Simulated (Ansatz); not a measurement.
TiO$_{2}$:
Space group C2/m (No. 12); a = 12.062 Å, b = 3.698 Å, c = 6.471 Å, α = γ = 90.00°, β = 106.96°

```json
[
 {"atom": "Ti", "site": "4i", "symmetry": "m", "x": "0.1953", "y": "0.0000", "z": "0.2849"},
 {"atom": "Ti", "site": "4i", "symmetry": "m", "x": "0.1010", "y": "0.0000", "z": "0.7082"},
 {"atom": "O", "site": "4i", "symmetry": "m", "x": "0.0584", "y": "0.0000", "z": "0.3703"},
 {"atom": "O", "site": "4i", "symmetry": "m", "x": "0.3618", "y": "0.0000", "z": "0.2952"},
 {"atom": "O", "site": "4i", "symmetry": "m", "x": "0.1339", "y": "0.0000", "z": "0.0035"},
 {"atom": "O", "site": "4i", "symmetry": "m", "x": "0.2635", "y": "0.0000", "z": "0.6503"}
]
```
(The calculation used a cell of 12 atoms; values per cell refer to that cell.)

Relaxed with LDA.

Problem. Which orbitals make up the states near the band edges in LDA in the plane-wave PAW code Ansatz?

Solution. Top 1 eV of the valence band: O 2p 92 %, Ti 3d 6 %. Bottom 1 eV of the conduction band: Ti 3d 89 %, O 2p 8 %. Projections are on Löwdin-orthogonalised atomic valence shells; empty p or d shells of many metals are not among them.

Problem. Tabulate the density of states.

Solution. States/eV per cell of 12 atoms, in 0.25 eV bins, energy from the valence-band maximum.

```
E (eV)  total   O 2p  Ti 3d  O 2s
------  -----  -----  -----  ----
-4.96    0.00   0.00   0.00  0.00
-4.71    5.27   3.69   1.15  0.02
-4.46    9.26   6.48   2.14  0.06
-4.21   12.68   8.82   3.24  0.09
-3.96   11.00   7.64   2.92  0.07
-3.71    9.71   6.66   2.77  0.05
-3.46   10.66   7.42   2.87  0.06
-3.21    9.09   6.53   2.09  0.05
-2.96    9.30   6.94   1.96  0.06
-2.71    9.19   7.06   1.71  0.07
-2.46    9.21   7.16   1.67  0.08
-2.21    9.98   7.83   1.79  0.09
-1.96   10.23   8.29   1.56  0.09
-1.71    9.34   7.71   1.35  0.06
-1.46   11.58   9.61   1.68  0.06
-1.21   11.39   9.77   1.33  0.07
-0.96   11.74  10.51   0.93  0.07
-0.71    9.21   8.39   0.58  0.06
-0.46    9.39   8.75   0.44  0.05
-0.21   12.15  11.37   0.60  0.03
0.04     1.60   1.50   0.08  0.00
0.29     0.00   0.00   0.00  0.00
0.54     0.00   0.00   0.00  0.00
0.79     0.00   0.00   0.00  0.00
1.04     0.00   0.00   0.00  0.00
1.29     0.00   0.00   0.00  0.00
1.54     0.00   0.00   0.00  0.00
1.79     0.00   0.00   0.00  0.00
2.04     0.00   0.00   0.00  0.00
2.29     0.00   0.00   0.00  0.00
2.54     0.00   0.00   0.00  0.00
2.79     0.20   0.01   0.19  0.00
3.04     3.44   0.22   3.18  0.01
3.29    13.07   0.93  11.90  0.07
3.54    12.16   1.11  10.74  0.11
3.79    11.33   1.35   9.63  0.13
4.04     6.92   1.18   5.49  0.09
4.29     7.39   1.35   5.69  0.15
4.54    12.02   2.20   9.20  0.29
4.79    12.86   2.67   9.53  0.27
5.04    11.57   2.77   8.24  0.17
5.29     4.82   1.21   3.32  0.09
5.54     2.09   0.32   1.50  0.18
5.79     6.61   0.99   4.71  0.61
6.04     6.15   1.08   4.26  0.54
6.29     5.36   1.08   3.64  0.41
6.54     6.79   1.54   4.51  0.47
6.79     6.58   1.68   4.26  0.35
7.04     4.81   1.27   3.01  0.25
7.29     8.24   2.43   5.03  0.29
7.54     5.22   1.56   2.99  0.21
```

The workflow started from a Materials Project entry (that database holds measured and hypothetical structures alike); the Crystallography Open Database copy checked does not list it. It is not the phase usual at ambient conditions (space group No. 61, 136, 141). The LDA relaxation kept the symmetry of its start; whether a distortion lowers the energy is not shown. The run is not spin-polarised.

Potentials: the later of the program's two PAW sets.
